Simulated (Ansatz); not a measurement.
BeS:
```cif
data_Be2S2
_chemical_formula_sum 'Be2 S2'
_space_group_name_H-M_alt 'P63mc'
_space_group_IT_number 186
_space_group_name_Hall 'P 6c -2c'
_cell_length_a 3.41176
_cell_length_b 3.41176
_cell_length_c 5.62487
_cell_angle_alpha 90.000
_cell_angle_beta 90.000
_cell_angle_gamma 120.000
loop_
_atom_site_label
_atom_site_type_symbol
_atom_site_symmetry_multiplicity
_atom_site_Wyckoff_symbol
_atom_site_fract_x
_atom_site_fract_y
_atom_site_fract_z
_atom_site_occupancy
Be1 Be 2 b 0.66667 0.33333 0.49946 1
S1 S 2 b 0.66667 0.33333 0.12554 1
```

Relaxed with PBEsol.

Question: Give the optical modes at the zone centre with their infrared activity from DFPT, PBEsol (plane waves, PAW; program Ansatz).

Answer: Transverse frequencies, without the LO–TO term; a row sums one degenerate level.

| ω (cm⁻¹) | degeneracy | IR ((D/Å)²/amu) | activity | symmetry |
|---|---|---|---|---|
| 157 | 2 | 0.00 | IR-inactive | E2 |
| 372 | 1 | 0.00 | IR-inactive | B1 |
| 549 | 2 | 0.00 | IR-inactive | E2 |
| 570 | 1 | 17.29 | IR | A1 |
| 579 | 2 | 30.42 | IR | E1 |
| 610 | 1 | 0.00 | IR-inactive | B1 |

Question: How high does the top mode go among those that the LO–TO term moves?

Answer: 665 cm⁻¹ for q along x, 665 cm⁻¹ for q along y, 666 cm⁻¹ for q along z.

Space group P6_3mc (wurtzite). The start of the workflow was typed in or built on a structure type; neither database checked (COD, Materials Project) lists it. COD files the formula under space group No. 216, so this cell is another polymorph or a model. Its standing as an ambient phase is unchecked. Symmetry was held in the PBEsol relaxation; phonons on a q-mesh show no instability.

Potentials: the later of the program's two PAW sets.
